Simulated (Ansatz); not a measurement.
TaSi$_{2}$:
```
CELL_PARAMETERS angstrom
      4.77993     0.00000     0.00000
     -2.38996     4.13954     0.00000
      0.00000     0.00000     6.55385
ATOMIC_POSITIONS crystal
  Ta 0.50000 0.00000 0.00000
  Ta 0.50000 0.50000 0.33333
  Ta 0.00000 0.50000 0.66667
  Si 0.15819 0.31638 0.00000
  Si 0.84181 0.15819 0.33333
  Si 0.68362 0.84181 0.66667
  Si 0.84181 0.68362 0.00000
  Si 0.15819 0.84181 0.33333
  Si 0.31638 0.15819 0.66667
```

Relaxed with r²SCAN. Special points in fractions of this cell's reciprocal vectors: Γ (0.000, 0.000, 0.000); M (0.500, 0.000, 0.000); K (0.333, 0.333, 0.000); A (0.000, 0.000, 0.500); L (0.500, 0.000, 0.500); H (0.333, 0.333, 0.500).

List the band energies nearest the Fermi level at these points for r²SCAN in the plane-wave PAW code Ansatz.

In eV from the Fermi level; about four levels below and three above (degenerate sets whole), none deeper than 8.9 eV; points with the same levels are listed once.

```csv
k,below,above
Γ,-2.67 -2.67 -2.39 -2.39 -1.73,0.83 3.17 3.17
M,-1.17 -0.80 -0.15 -0.12,0.89 1.23 1.60
K,-2.10 -2.10 -1.91 -1.85 -1.85,0.31 0.31 0.55
A,-2.42 -2.33 -2.04 -2.04,1.23 1.23 2.79 2.79
L,-2.16 -1.97 -0.75 -0.35,1.62 2.07 2.64
H,-0.85 -0.85 -0.19 -0.19,1.01 1.68 1.68
```

Space group P6_222. The r²SCAN relaxation kept the symmetry of its start. No spin polarisation was allowed. Spin–orbit coupling is left out wherever it is not named.

Potentials: the later of the program's two PAW sets.
